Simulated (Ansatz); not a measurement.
Clean, relaxed (001) surface of Co, space group P6_3/mmc (No. 194) (top face towards +c; atoms held fixed, by place in the list: 1):

```
Co
1.0
     2.45586    0.00000    0.00000
    -1.22793    2.12683    0.00000
     0.00000    0.00000   20.96814
Co
3
Direct
  0.33333 0.66667 0.40538
  0.66667 0.33333 0.49859
  0.33333 0.66667 0.59180
```

Method: DFT PBEsol, scalar-relativistic, plane waves, PAW (Ansatz 0.2.0). Cutoff 420 eV; k points 12×12×1 on the computed 3-atom cell (Γ-centred); Gaussian smearing, width 0.10 eV; collinear spin from starting moments 1.79 1.79 1.79 μB. The cell repeats along c with a dipole correction in the vacuum.

N (atom) is put at the bridge (Co-Co) at (0.83, 0.67) site, one adsorbate per 5.2 Å², and relaxed. E_ads counts from the clean slab and the free adsorbate (spin-polarised where it has unpaired electrons); negative means bound. Heights count from the highest slab atom after relaxation. Bonded neighbours lie within 1.25 times the sum of covalent radii (1.35 for H) and, on that scale, within 12 % of the closest. With the adsorbate the cell is lengthened along c to keep the vacuum.

Q: How strongly does it bind, and where does its anchoring atom end?

A: -4.83 eV; at (0.67, 0.33), 3 bonded neighbours (Co).

Q: How high does its anchoring atom sit over the highest slab atom, and what is the shortest contact with the surface?

A: 1.07 Å; N–Co 1.78 Å.

Q: The clean face has a work function of 5.12 eV. How does the adsorbate change it?

A: By +2.10 eV.

Q: What spin moment does the cell carry?

A: 3.83 μB.

Each end is the local minimum or symmetric point that its start leads to. The slab is only 4.0 Å thick, so the energies aren't converged with thickness.

For at least one of the starts the bottom face's work function also shifts by over 0.1 eV: the slab is too thin to screen the adsorbate, so the work functions aren't converged with thickness.

Semilocal functionals without U can misjudge the magnetic state of such a slab.